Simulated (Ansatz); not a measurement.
GaAs:
```
CELL_PARAMETERS angstrom
      7.02375     0.00000     0.00000
      0.00000     7.02375     0.00000
      0.00000     0.00000     4.06194
ATOMIC_POSITIONS crystal
  Ga 0.32395 0.67605 0.00000
  Ga 0.67605 0.32395 0.00000
  Ga 0.82395 0.82395 0.50000
  Ga 0.17605 0.17605 0.50000
  As 0.31821 0.31821 0.00000
  As 0.68179 0.68179 0.00000
  As 0.18179 0.81821 0.50000
  As 0.81821 0.18179 0.50000
```

Relaxed with PBE. Special points in fractions of this cell's reciprocal vectors: Γ (0.000, 0.000, 0.000); X (0.000, 0.500, 0.000); M (0.500, 0.500, 0.000); Z (0.000, 0.000, 0.500); R (0.000, 0.500, 0.500); A (0.500, 0.500, 0.500).

Problem. List the band energies nearest the valence-band maximum at these points for PBE with spin–orbit coupling in the plane-wave PAW code Ansatz.

Solution. In eV from the valence-band maximum; about four levels below and three above (degenerate sets whole), none deeper than 8.9 eV; points with the same levels are listed once.

| k | below | above |
|---|---|---|
| Γ | -0.06 -0.06 0.00 0.00 | 0.11 0.11 1.03 1.03 |
| X | -0.73 -0.73 -0.73 -0.73 | 1.63 1.63 1.63 1.63 |
| M | -1.28 -1.28 -1.28 -1.28 | 1.57 1.57 1.57 1.57 |
| Z | -2.07 -2.07 -2.07 -2.07 | 2.27 2.27 2.27 2.27 |
| R | -1.24 -1.24 -1.22 -1.22 | 1.65 1.65 1.67 1.67 |
| A | -1.58 -1.58 -1.58 -1.58 | 0.57 0.57 0.57 0.57 |

Space group P4_2/mnm. The start of the workflow was typed in or built on a structure type; neither database checked (COD, Materials Project) lists it. It is not the phase usual at ambient conditions (space group No. 216). Symmetry was held in the PBE relaxation; whether a distortion lowers the energy is not shown. The volume moved by 22 % from the start of the relaxation.

Potentials: the earlier of the program's two PAW sets.
